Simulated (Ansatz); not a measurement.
## Notes on HfCo$_{3}$B$_{2}$

```
CELL_PARAMETERS angstrom
2.45530 4.25270 0.00000
-2.45530 4.25270 0.00000
0.00000 0.00000 3.07278
ATOMIC_POSITIONS crystal
Hf 0.00000 0.00000 0.00000
Co 0.50000 0.50000 0.50000
Co 0.50000 0.00000 0.50000
Co 0.00000 0.50000 0.50000
B 0.33330 0.33340 0.00000
B 0.66660 0.66670 0.00000
```

Method: r2SCAN, no spin polarisation; PAW, plane waves to 500 eV, 6×6×8 Γ-centred mesh, methfessel-paxton occupations (width 0.1966 eV) (Ansatz 0.2.0), atoms fixed.

Problem. What do density and ELF say about some of the short contacts?

Solution. Co–B at 2.09 Å: least valence density 0.54 e/Å³ and ELF 0.49 there. Co–Co at 2.46 Å: least valence density 0.38 e/Å³ and ELF 0.30 there. Hf–B at 2.83 Å: least valence density 0.20 e/Å³ and ELF 0.17 there. These are pseudo-fields; inside the PAW spheres they differ from the all-electron ones.

Problem. Which element gives electrons and which takes them?

Solution. Bader charges in e: Hf +1.81, Co -0.28, B -0.48. In the mean Hf gives up most and B takes most.

Problem. Is there a gap?

Solution. It is a metal, with about 2.3 states/eV a cell as the mean within 0.25 eV of the Fermi level, mostly Co d (67 %) and B p (14 %).

Problem. Is it stable against the elements?

Solution. -0.47 eV an atom against the elements' usual phases (free molecules for gases, crystals otherwise, with no correction for O₂ or N₂), so it is bound against them; other compounds may still compete. Relaxing would lower it.

Problem. Is the cell too large or too small?

Solution. The pressure is -15.3 GPa (compression positive), so with the atoms held at these fractions the cell would first shrink.

Origin: a known structure type with other elements, at an estimated volume, so it need not be a known compound. Caveats: no spin polarisation, so a magnetic state may lie lower; wide smearing; atoms or cell far from equilibrium.
